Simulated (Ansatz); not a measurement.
# SnPb2O3 (P4/nmm) at 2 levels of theory

One geometry, relaxed with PBE; plane waves with PAW potentials in Ansatz, scalar-relativistic. No spin polarisation. Gaps are the least over mesh and band path; pressure is positive in compression.

```yaml
crystal:
  lattice:
    - [3.98539, 0.00000, 0.00000]
    - [0.00000, 3.98539, 0.00000]
    - [0.00000, 0.00000, 16.39074]
  atoms:
    - { symbol: Sn, position: [0.50000, 0.00000, 0.91636] }
    - { symbol: Sn, position: [0.00000, 0.50000, 0.08364] }
    - { symbol: Pb, position: [0.50000, 0.00000, 0.22628] }
    - { symbol: Pb, position: [0.50000, 0.00000, 0.57425] }
    - { symbol: Pb, position: [0.00000, 0.50000, 0.42575] }
    - { symbol: Pb, position: [0.00000, 0.50000, 0.77372] }
    - { symbol: O, position: [0.50000, 0.50000, 0.84831] }
    - { symbol: O, position: [0.50000, 0.50000, 0.15169] }
    - { symbol: O, position: [0.50000, 0.50000, 0.50000] }
    - { symbol: O, position: [0.00000, 0.00000, 0.84831] }
    - { symbol: O, position: [0.00000, 0.00000, 0.15169] }
    - { symbol: O, position: [0.00000, 0.00000, 0.50000] }
```

```json
{"level": "PBE", "cutoff (eV)": "420", "k mesh": "8×8×2", "gap (eV)": "1.22", "pressure (GPa)": "0.0"}
```

Task: What comes out on the same cell with r2SCAN?

Result:
```
 level  cutoff (eV)  k mesh  gap (eV)  pressure (GPa)
r2SCAN          500   8×8×2      1.45            -3.2
```

Spin-orbit coupling matters for the bands of heavy elements and is left out. The cell holds layers, chains or molecules and no dispersion correction was added, so their binding is poorly described.

It was reached by relaxing an invented guess, and it needn't be the stable form of this composition.
